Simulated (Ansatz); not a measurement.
Values for one crystal, relaxed and computed with plane-wave PAW r²SCAN (Ansatz code); other levels are named.

```yaml
volume_per_atom: 13.28 Å³
band_gap: 2.50 eV (indirect)
smallest_direct_gap_on_the_standard_path: 2.55 eV
Hole effective mass with spin–orbit coupling, band 1 of 2 at the edge: 3.1 along [100], 2.3 along [110], 2.0 along [111] (mₑ)
electron_effective_mass: 0.85, 0.85, 3.1 mₑ (principal values)
Hole effective mass, band 2 of 3 at the edge: 1.2 along [100], 1.8 along [110], 1.5 along [111] (mₑ)
Electron effective mass with spin–orbit coupling: 0.86, 0.86, 3.1 mₑ (principal values)
```

Task: Which of these materials gives this?
A. NaCrS2O8, C2/m (Pearson symbol mS24)
B. MgMnO3, R-3 (Mg on 6c, Mn on 6c, O on 18f)
C. Ba2MgMoO6, Fm-3m (Ba on 8c, Mg on 4b, Mo on 4a, O on 24e)
D. K3NaS2O8, P-3m1 (Pearson symbol hP14)

Result: C, Ba2MgMoO6, Fm-3m (Ba on 8c, Mg on 4b, Mo on 4a, O on 24e)

The workflow started from a Materials Project entry (that database holds measured and hypothetical structures alike); the Crystallography Open Database copy checked does not list it. Its standing as an ambient phase is unchecked. The cell was relaxed with r²SCAN under the symmetry of its start; its stability against distortions is not shown here. The run is not spin-polarised. No Hubbard U is applied. Scalar-relativistic: spin–orbit coupling is off unless named, which matters more the heavier the elements.

Potentials: the later of the program's two PAW sets.
